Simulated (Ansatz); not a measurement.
## ZnO with iodine replacing O: gradients before and after relaxing the atoms

Start: a supercell of ZnO (wurtzite type, P6_3mc) built from an entry of the Crystallography Open Database (COD), with all atoms left at the host's positions.

```
Zn I O
1.0
     6.49862    0.00000    0.00000
    -4.87396    8.44195    0.00000
     0.00000    0.00000   10.41142
Zn I O
24 1 23
Cartesian
  0.0000 1.8760 2.6029
  0.0000 1.8760 7.8086
  -1.6247 4.6900 2.6029
  -1.6247 4.6900 7.8086
  -3.2493 7.5040 2.6029
  -3.2493 7.5040 7.8086
  3.2493 1.8760 2.6029
  3.2493 1.8760 7.8086
  1.6247 4.6900 2.6029
  1.6247 4.6900 7.8086
  0.0000 7.5040 2.6029
  0.0000 7.5040 7.8086
  1.6247 0.9380 0.0000
  1.6247 0.9380 5.2057
  0.0000 3.7520 0.0000
  0.0000 3.7520 5.2057
  -1.6247 6.5660 0.0000
  -1.6247 6.5660 5.2057
  4.8740 0.9380 0.0000
  4.8740 0.9380 5.2057
  3.2493 3.7520 0.0000
  3.2493 3.7520 5.2057
  1.6247 6.5660 0.0000
  1.6247 6.5660 5.2057
  1.6247 0.9380 1.9730
  1.6247 0.9380 7.1787
  0.0000 3.7520 1.9730
  0.0000 3.7520 7.1787
  -1.6247 6.5660 1.9730
  -1.6247 6.5660 7.1787
  4.8740 0.9380 1.9730
  4.8740 0.9380 7.1787
  3.2493 3.7520 1.9730
  3.2493 3.7520 7.1787
  1.6247 6.5660 1.9730
  1.6247 6.5660 7.1787
  0.0000 1.8760 4.5759
  0.0000 1.8760 9.7816
  -1.6247 4.6900 4.5759
  -1.6247 4.6900 9.7816
  -3.2493 7.5040 4.5759
  -3.2493 7.5040 9.7816
  3.2493 1.8760 4.5759
  3.2493 1.8760 9.7816
  1.6247 4.6900 4.5759
  1.6247 4.6900 9.7816
  0.0000 7.5040 4.5759
  0.0000 7.5040 9.7816
```

Atoms are numbered from 1 in the order listed; like atoms form one site, named after its first atom.

Computed with Ansatz: DFT, PBE, plane waves and PAW, scalar-relativistic, 420 eV cutoff, Γ-centred 3×2×2 k-points, Fermi–Dirac smearing 0.01 eV, cell charge +1.

The largest force at the start is 14 eV/Å. Relaxing the ions at fixed cell moves them by 0.819 Å at most (atom 13, Zn) and 0.196 Å rms.

| site | atom | moved (Å) | first shell before | first shell after | V_zz before (10²¹ V/m²) | η before |
| --- | --- | --- | --- | --- | --- | --- |
| Zn1 | 1 | 0.412 | 3 O at 1.97–1.98 Å, 1 I at 1.98 Å | 3 O at 1.92–1.94 Å, 1 I at 2.50 Å; also 1 Zn at 2.72 Å | -2.52 | 0.28 |
| Zn7 | 7 | 0.439 | 3 O at 1.97–1.98 Å, 1 I at 1.98 Å | 3 O at 1.92–1.96 Å, 1 I at 2.51 Å; also 1 Zn at 2.72 Å | -2.52 | 0.28 |
| Zn2 | 2 | 0.172 | 4 O at 1.97–1.98 Å | 4 O at 1.94–2.02 Å | 0.61 | 0.32 |
| Zn8 | 8 | 0.176 | 4 O at 1.97–1.98 Å | 4 O at 1.94–2.02 Å | 0.61 | 0.33 |
| Zn3 | 3 | 0.083 | 4 O at 1.97–1.98 Å | 4 O at 1.92–1.98 Å | -0.45 | 0.13 |
| Zn5 | 5 | 0.579 | 3 O at 1.97–1.98 Å, 1 I at 1.98 Å | 3 O at 1.93–1.94 Å, 1 I at 2.54 Å; also 1 Zn at 2.84 Å | -2.30 | 0.10 |
| Zn6 | 6 | 0.202 | 4 O at 1.97–1.98 Å | 4 O at 1.94–2.03 Å | 0.57 | 0.39 |
| Zn9 | 9 | 0.087 | 4 O at 1.97–1.98 Å | 4 O at 1.94–1.98 Å | -0.54 | 0.02 |
| Zn13 | 13 | 0.819 | 1 I at 1.97 Å, 3 O at 1.98 Å | 4 O at 1.95–2.33 Å, 1 I at 2.61 Å; also 3 Zn at 2.76–2.78 Å | -2.19 | 0.04 |
| Zn19 | 19 | 0.050 | 4 O at 1.97–1.98 Å | 4 O at 1.97–2.00 Å | 0.73 | 0.89 |
| I | 25 | 0.206 | 4 Zn at 1.97–1.98 Å | 4 Zn at 2.50–2.61 Å | -1.25 | 0.81 |
| O29 | 29 | 0.024 | 4 Zn at 1.97–1.98 Å | 4 Zn at 1.92–1.98 Å | 0.68 | 0.66 |
| O31 | 31 | 0.062 | 4 Zn at 1.97–1.98 Å | 4 Zn at 1.94–2.00 Å | -0.53 | 0.86 |
| O33 | 33 | 0.102 | 4 Zn at 1.97–1.98 Å | 4 Zn at 1.92–1.99 Å | 0.78 | 0.45 |
| O41 | 41 | 0.180 | 4 Zn at 1.97–1.98 Å | 4 Zn at 1.94–2.00 Å | 0.61 | 0.13 |
| O43 | 43 | 0.162 | 4 Zn at 1.97–1.98 Å | 4 Zn at 1.93–2.00 Å | 0.67 | 0.19 |

Task: How do the gradients change?

Result: 

| site | atom | V_zz after | η after | change of V_zz |
| --- | --- | --- | --- | --- |
| Zn1 | 1 | 8.91 | 0.23 | +11.43 |
| Zn7 | 7 | 9.01 | 0.24 | +11.53 |
| Zn2 | 2 | -3.35 | 0.45 | – |
| Zn8 | 8 | -3.44 | 0.42 | – |
| Zn3 | 3 | 1.86 | 0.83 | +2.31 |
| Zn5 | 5 | 10.70 | 0.07 | +13.00 |
| Zn6 | 6 | -3.83 | 0.47 | – |
| Zn9 | 9 | -1.74 | 0.33 | – |
| Zn13 | 13 | 8.71 | 0.02 | +10.90 |
| Zn19 | 19 | 1.24 | 0.71 | +0.51 |
| I | 25 | 6.82 | 0.78 | +8.07 |
| O29 | 29 | 3.22 | 0.73 | +2.54 |
| O31 | 31 | 4.73 | 0.94 | – |
| O33 | 33 | 1.94 | 0.83 | +1.16 |
| O41 | 41 | 2.91 | 0.92 | +2.30 |
| O43 | 43 | 2.37 | 0.91 | +1.70 |

The largest change of V_zz along a kept axis is on Zn5, from -2.30 to 10.70. Small gradients that grow severalfold: Zn3 (-0.45 to 1.86), Zn23 (0.46 to 1.92), Zn17 (0.46 to 1.72), Zn22 (0.41 to 2.13) and 7 more sites. Where |V_zz| stays above 0.1 and the axes keep their order, η moves most on O41, from 0.13 to 0.92. On Zn7, Zn1, O29, O26 (not all in the table) V_xx and V_yy change places (or their axes turn by over 50°), so the two values of η hide a larger change. V_zz changes sign on Zn7 (same axis), Zn1 (same axis), Zn5 (same axis), Zn13 (same axis), I (axis turned by 34°), Zn3 (axis turned by 33°), Zn11 (axis turned by 14°), Zn12 (axis turned by 17°) and 2 more sites (not all in the table). On Zn8, Zn2, Zn6, Zn9, O31, Zn21, Zn15, Zn23 and 9 more sites (not all in the table) the largest principal value lies along another axis in the second run, so the two V_zz can't be compared directly. The table leaves out 32 of the 48 sites, with |V_zz| up to 3.46; their tensors move by 3.19 at most along any direction. The statements above cover all sites. The host's own positions weren't relaxed first, so part of the change far from the defect can be the host's relaxation.

The defect repeats with the cell of 48 atoms, so it feels its images: sites between two images don't show the values beside a lone defect, and zeros or small values of η there can come from the images' arrangement. O and Zn carry a gradient in the pure host already, so the values there aren't the defect's effect alone. The shape of the repeated cell lowers the symmetry of the defect's site from 3m to 1, so η and the spread among like neighbours partly reflect the cell. A uniform background compensates the cell's charge. Without spin–orbit coupling the gradients at and beside I can be off by some per cent, at some sites by more.
Before: With a gap of 0.9 eV on this mesh, small gradients can still move by 0.1 × 10²¹ V/m² or more as the k-mesh gets denser. The cell keeps the host's lattice, and with the defect in it the PBE pressure is 16 GPa (in a charged cell this depends on the convention for the mean potential). The neighbours have not yet relaxed around the defect (largest force 14 eV/Å), so the values at and beside it are those of a strained start, not of the defect in a real crystal.
After: With a gap of 0.8 eV on this mesh, small gradients can still move by 0.1 × 10²¹ V/m² or more as the k-mesh gets denser. The cell keeps the host's lattice, and with the defect in it the PBE pressure is 10 GPa (in a charged cell this depends on the convention for the mean potential).
